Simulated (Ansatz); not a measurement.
The end of the path is a generated cell of ZnGeO3: the first start was made by placing the elements on the sites of a structure type, and the end was not matched to a known phase here, so it may be hypothetical.

A geometry of ZnGeO3 away from equilibrium: step 2 of the relaxation of a generated trial cell of ZnGeO3 in the GdFeO3 structure type. These are r2SCAN (plane waves to 500 eV, PAW, scalar-relativistic; Ansatz, an electronic-structure program) values and carry that method's errors. Γ-centred k-mesh 4×3×4 on the run's cell (coarser than for final values), Fermi–Dirac smearing 0.05 eV.

```yaml
crystal:
  lattice:
    - [5.13447, 0.00000, 0.00000]
    - [0.00000, 7.23991, 0.00000]
    - [0.00000, 0.00000, 5.06549]
  atoms:
    - { symbol: Zn, position: [0.46657, 0.25000, 0.99044] }
    - { symbol: Zn, position: [0.96657, 0.25000, 0.50956] }
    - { symbol: Zn, position: [0.53343, 0.75000, 0.00956] }
    - { symbol: Zn, position: [0.03343, 0.75000, 0.49044] }
    - { symbol: Ge, position: [0.00000, 0.00000, 0.00000] }
    - { symbol: Ge, position: [0.50000, 0.50000, 0.50000] }
    - { symbol: Ge, position: [0.00000, 0.50000, 0.00000] }
    - { symbol: Ge, position: [0.50000, 0.00000, 0.50000] }
    - { symbol: O, position: [0.03179, 0.25000, 0.08689] }
    - { symbol: O, position: [0.53179, 0.25000, 0.41311] }
    - { symbol: O, position: [0.96821, 0.75000, 0.91311] }
    - { symbol: O, position: [0.46821, 0.75000, 0.58689] }
    - { symbol: O, position: [0.30138, 0.54735, 0.19796] }
    - { symbol: O, position: [0.80138, 0.95265, 0.30204] }
    - { symbol: O, position: [0.69862, 0.04735, 0.80204] }
    - { symbol: O, position: [0.19862, 0.45265, 0.69796] }
    - { symbol: O, position: [0.69862, 0.45265, 0.80204] }
    - { symbol: O, position: [0.19862, 0.04735, 0.69796] }
    - { symbol: O, position: [0.30138, 0.95265, 0.19796] }
    - { symbol: O, position: [0.80138, 0.54735, 0.30204] }
```

Problem. Which atoms carry the largest force, and which way does it point?

Solution. 1.53 eV/Å, on O9, O10, O11, O12 (atoms numbered as listed); on O10 its components are (0.54, 0.00, -1.43).

Problem. What is the pressure?

Solution. -1.1 GPa, compression positive.

No spin polarisation in the result.

The run could not lose the symmetry of its start, so the end can be a saddle point.
